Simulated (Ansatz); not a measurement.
The relaxed structure here is a generated cell of Ru: the first start was made by placing the elements on the sites of a structure type, and the end was not matched to a known phase here, so it may be hypothetical. Known forms of Ru include space group No. 194.

A relaxed cell of Ru (Pm-3m (No. 221)), relaxed on a k-mesh at least as fine as the one used below. These are PBEsol (plane waves to 420 eV, PAW, scalar-relativistic; Ansatz, a program for electronic structure) values and carry that method's errors. Γ-centred k-mesh 13×13×13 on the run's cell (coarser than for final values), Fermi–Dirac smearing 0.05 eV.

```
CELL_PARAMETERS angstrom
      4.96045     0.00000     0.00000
      2.48022     2.48022     0.00000
      0.00000     0.00000     2.48022
ATOMIC_POSITIONS crystal
  Ru 0.00000 0.00000 0.00000
  Ru 0.50000 0.00000 0.00000
```

The atoms are displaced along an unstable phonon of this cell by (Å):

| atom | ux | uy | uz |
|---|---|---|---|
| Ru1 | 0.000 | 0.000 | 0.150 |
| Ru2 | 0.000 | 0.000 | -0.150 |

Q: What forces (eV/Å) and pressure result?

A: 
```json
[
 {"atom": "Ru1", "Fx": "0.00", "Fy": "0.00", "Fz": "0.24"},
 {"atom": "Ru2", "Fx": "0.00", "Fy": "0.00", "Fz": "-0.24"}
]
```

Pressure -1.3 GPa.

The undisplaced cell is probably no minimum: from this displacement the run went on to I4/mmm (No. 139), 0.64 eV/atom below it.

No spin polarisation in the result.
